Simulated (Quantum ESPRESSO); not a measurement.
W3Ti3PdTa, different elements on one site, starting from this cell

Simulated, not a measurement. The program is pw.x of Quantum ESPRESSO 7.5 (plane-wave density functional theory). The cell is made up: eight metal atoms on a face-centred cubic lattice, with elements, volume, strain and displacements drawn at random and not relaxed, so it may be unstable or far from any real phase. PseudoDojo standard norm-conserving files set the functional (PBE unless stated); there is no spin polarisation or spin-orbit coupling, the Fermi-Dirac width of 0.25 eV means electrons at about 2900 K, and the masses in the input are unused placeholders. Heavy elements are run without spin-orbit coupling, which real alloys of them have. A spin test at this wide smearing found no moment, but such smearing suppresses magnetism that the real alloy may have.

The runs put different elements on site 8. Cell, positions, cutoff, mesh and smearing stay as in the input of run 1; sites are counted in its order. Stress in the tables is positive in tension.

Input of run 1:

```
&control calculation='scf', pseudo_dir='./dojo.nc.sr.pbe.v0_5.standard.upf', outdir='./o', disk_io='medium', tprnfor=.true., tstress=.true. /
&system ibrav=0, nat=8, ntyp=4, nbnd=73, ecutwfc=87.97787729, nosym=.true., tot_charge=0,
 occupations='smearing', smearing='fd', degauss=0.0183746611
/
&electrons conv_thr=1.470e-08, electron_maxstep=70, mixing_beta=0.5 /
ATOMIC_SPECIES
Pd 1.0 Pd.upf
Ta 1.0 Ta.upf
Ti 1.0 Ti.upf
W 1.0 W.upf
CELL_PARAMETERS angstrom
-4.0853 -0.0259 0.0186
-2.0592 -3.9926 -1.9948
-2.0964 -4.0672 6.1708
ATOMIC_POSITIONS angstrom
W -0.0455 0.0926 0.0269
Ti -2.1149 -4.1354 2.0853
W -2.0905 -2.0218 0.1013
W -4.0535 -6.0556 2.073
Ti -4.173 -4.0719 4.0747
Ti -4.1087 -4.1658 0.0633
Pd -4.0753 -1.9843 2.0614
Ta -6.2022 -6.08 4.1009
K_POINTS automatic
6 5 3 1 1 1
```

```
run  elements on sites 1 to 8  -TS (eV)  pressure (GPa)  stress xx (GPa)  stress yy (GPa)  stress zz (GPa)  stress yz (GPa)  stress xz (GPa)  stress xy (GPa)  iterations
  1      W Ti W W Ti Ti Pd Ta    -2.009            1.19            -1.68             3.21            -5.11             0.80             0.34             0.36          23
  2       W Ti W W Ti Ti Pd W    -2.032           -2.66             1.94             7.22            -1.16             0.83             0.48             0.18          26
  3      W Ti W W Ti Ti Pd Rh    -2.072           -6.77             4.93             9.82             5.57            -0.52            -0.47             0.31          22
  4      W Ti W W Ti Ti Pd Os    -2.057           -7.02             5.39            10.74             4.93            -0.05            -0.06             0.17          28
  5      W Ti W W Ti Ti Pd In    -1.748            1.98            -4.96             1.16            -2.15             0.07            -1.03             1.06          21
```

Forces Fx Fy Fz (eV/Å):

```
site              run 1              run 2              run 3              run 4              run 5
   1    0.20 -0.58 0.36    0.11 -0.10 0.11    0.09 0.01 -0.33    0.03 0.24 -0.34    0.53 -1.10 0.35
   2    0.44 0.72 -0.71    0.45 0.56 -0.42     0.44 0.48 0.13     0.45 0.41 0.08    0.40 1.05 -0.65
   3    0.17 0.37 -0.79    0.17 0.29 -1.01    0.26 0.31 -1.13    0.24 0.23 -1.21    0.17 0.29 -0.97
   4   -0.77 -0.83 0.06   -0.67 -0.79 0.34   -0.75 -0.85 0.58   -0.68 -0.77 0.68   -1.20 -0.77 0.18
   5    0.29 0.19 -0.18   0.28 -0.04 -0.03    0.20 -0.14 0.64    0.23 -0.25 0.42     0.34 0.23 0.18
   6    -0.20 0.98 0.23    -0.21 1.05 0.09   -0.22 1.04 -0.32   -0.22 1.10 -0.22   -0.16 0.91 -0.10
   7  -0.10 -0.87 -0.24  -0.11 -0.87 -0.22  -0.12 -0.94 -0.14  -0.12 -0.91 -0.17  -0.13 -0.91 -0.23
   8    -0.03 0.02 1.27   -0.02 -0.11 1.14     0.09 0.09 0.57    0.06 -0.05 0.74     0.06 0.30 1.24
```

Energies are left out, as each element's file has its own zero. A rerun of one cell of this series at a higher cutoff and on a denser mesh moved values by no more than 0.003 eV in energy, 0.02 GPa in stress and 0.008 eV/Å in force, and a second program with other atomic files agreed on that cell to 2 % rms in force and 0.5 GPa in pressure.